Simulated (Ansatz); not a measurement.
A generator proposed this cell of Si3Ni.

```xyz
8
Lattice="4.7112 0.0000 0.0000 0.0000 4.7112 0.0000 0.0000 0.0000 4.7112" Properties=species:S:1:pos:R:3 pbc="T T T"
Si    1.1778    0.0000    2.3556
Si    2.3556    3.5334    0.0000
Si    3.5334    0.0000    2.3556
Si    2.3556    1.1778    0.0000
Si    0.0000    2.3556    3.5334
Si    0.0000    2.3556    1.1778
Ni    0.0000    0.0000    0.0000
Ni    2.3556    2.3556    2.3556
```

All numbers below come from DFT PBE, scalar-relativistic, plane waves, PAW (Ansatz 0.2.0). Cutoff 420 eV; k points 4×4×4 on the computed 8-atom cell (Γ-centred); Gaussian smearing, width 0.10 eV; collinear spin from starting moments 0.0 0.0 0.0 0.0 0.0 0.0 2.0 2.0 μB.

Formation energies are uncorrected and refer to the elements' standard structures at the same level.

Question: How far from equilibrium is it?

Answer: The pressure is 1.2 GPa (it wants to expand), the largest force is 0.00 eV/Å (symmetry fixes the atoms), and the energy is +0.25 eV/atom against the elements. The shortest distance is 2.36 Å.

Question: Is it a good guess?

Answer: A good one: relaxing gains under 0.1 eV/atom (the start's value is from the coarse mesh, so the gain is rough) in 4 ionic steps and ends at +0.27 eV/atom on the finer mesh. The symmetry stays Pm-3n (No. 223). The end has the A15 type. The volume per atom grows by 1.3 %, from 13.1 to 13.2 Å³. The shortest distance goes from 2.36 Å (Si–Si) to 2.37 Å (Si–Si). Conventional cell: a = 4.731 Å. Si is surrounded by 2 Si at 2.37 Å, 4 Ni at 2.64 Å and 8 Si at 2.90 Å; Ni has 12 Si at 2.64 Å.

The last run used an 8×8×8 mesh for its 8-atom cell and Gaussian smearing of 0.10 eV. Trial moments died out on the coarse mesh, so the last step has no spin; another magnetic start might hold. The relaxation can't lower the symmetry of the start, and the grade says only how near the guess is to its own end. A structure relaxed within its symmetry needn't be a true minimum. Another cell of Si3Ni relaxed alike but with spin, in Pm-3m, lies 30 meV/atom lower, so this cell isn't the stable form at this level.
